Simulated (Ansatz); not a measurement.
TiTe2 (CdI2 type)

```
CELL_PARAMETERS angstrom
      3.78396     0.00000     0.00000
     -1.89198     3.27701     0.00000
      0.00000     0.00000     6.60161
ATOMIC_POSITIONS crystal
  Ti 0.00000 0.00000 0.00000
  Te 0.33333 0.66667 0.25685
  Te 0.66667 0.33333 0.74315
```

The slice is a (1 -1 0 0) plane (indices of the conventional cell) through the point (0.667, 0.333, 0.743) (fractional), spanned by u = [110] and v = [001] in vectors of this cell: u (3.78 Å) and v (6.60 Å, at 90° to u). It covers one period; positions are fractions (u, v).

Method: r2SCAN+rVV10 (plane waves to 500 eV, PAW, scalar-relativistic; Ansatz, a first-principles code). k mesh 14×14×7. Near the nuclei the fields are pseudised (PAW); where an atom keeps semicore shells as valence, they peak there. Spin-orbit coupling is left out, though Te is heavy. TiTe2 is run without spin polarisation. TiTe2 was relaxed with its symmetry unable to fall.

**Question.** Predict the map of the electrostatic potential energy of an electron, from the cell's mean on the slice.

**Answer.** 
| v \ u | 0.00 | 0.18 | 0.36 | 0.55 | 0.73 | 0.91 |
|---|---|---|---|---|---|---|
| 0.90 | x | x | 3.6 | 5.3 | -1.8 | x |
| 0.80 | 1.0 | 3.4 | 5.6 | 5.9 | 4.8 | 1.8 |
| 0.70 | 5.8 | 5.7 | 5.0 | 4.7 | 5.4 | 5.8 |
| 0.60 | 5.7 | 4.8 | 0.9 | -1.2 | 3.3 | 5.5 |
| 0.50 | 5.6 | 4.2 | -2.5 | <-3.0 | 1.7 | 5.3 |
| 0.40 | 5.5 | 4.4 | 0.3 | -1.5 | 2.6 | 5.2 |
| 0.30 | 5.0 | 3.6 | -1.2 | <-3.0 | 1.6 | 4.7 |
| 0.20 | 0.2 | 1.7 | -0.7 | -2.7 | 1.3 | 0.8 |
| 0.10 | x | x | 1.8 | 2.6 | -2.6 | x |
| 0.00 | x | x | 1.4 | 4.4 | <-3.0 | x |

Values: electrostatic potential energy of an electron, from the cell's mean, in eV. Points within 1 Å of a nucleus are blanked (x), as the pseudised field means little there. Values under -3 eV are set to -3. The zero, the cell's mean, hangs on the PAW cores.
